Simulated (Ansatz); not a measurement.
Relaxed-ion elastic tensor of BAs (rock salt, Fm-3m) in GPa (Voigt order), plane-wave PAW r²SCAN (Ansatz code); density 5.84 g/cm³, 12.19 Å³ per atom.

```
 212  94.2  94.2   0.0   0.0   0.0
94.2   212  94.2   0.0   0.0   0.0
94.2  94.2   212   0.0   0.0   0.0
 0.0   0.0   0.0  70.7   0.0   0.0
 0.0   0.0   0.0   0.0  70.7   0.0
 0.0   0.0   0.0   0.0   0.0  70.7
```

Task: Is the crystal mechanically stable?

Result: Yes: the smallest eigenvalue of C is 70.7 GPa.

Task: Work out the Voigt, Reuss and Hill averages.

Result: K_V = 133, K_R = 133, K_H = 133; G_V = 65.9, G_R = 65.4, G_H = 65.6 GPa.

Task: Give Young's modulus, Poisson's ratio, Pugh's ratio and the universal anisotropy index.

Result: E = 9KG/(3K + G) = 169 GPa; ν = 0.29; K/G = 2.03 (ductile by the Pugh limit of 1.75); A_U = 5G_V/G_R + K_V/K_R − 6 = 0.04.

Task: Estimate the sound speeds and the Debye temperature.

Result: v_l = √((K + 4G/3)/ρ) = 6150 m/s, v_t = √(G/ρ) = 3350 m/s, mean 3740 m/s; Θ = (h/k)(3n/4πV)^(1/3) v_m = 484 K.

Task: Give the Zener ratio and Young's modulus along [100], [110] and [111].

Result: A = 2C44/(C11 − C12) = 1.21; 1/E = S11 − 2(S11 − S12 − S44/2)Γ with Γ = 0, 1/4, 1/3 gives 153, 173, 180 GPa.

A made-up cell: these elements were put on the sites of a structure type; neither database checked (COD, Materials Project) lists it. It is not the phase usual at ambient conditions (space group No. 216). The cell was relaxed with r²SCAN under the symmetry of its start; its stability against distortions is not shown here. As this level gives no gap, shear constants depend on the k-mesh and smearing (Fermi–Dirac, 0.1 eV here).

Potentials: the later of the program's two PAW sets.
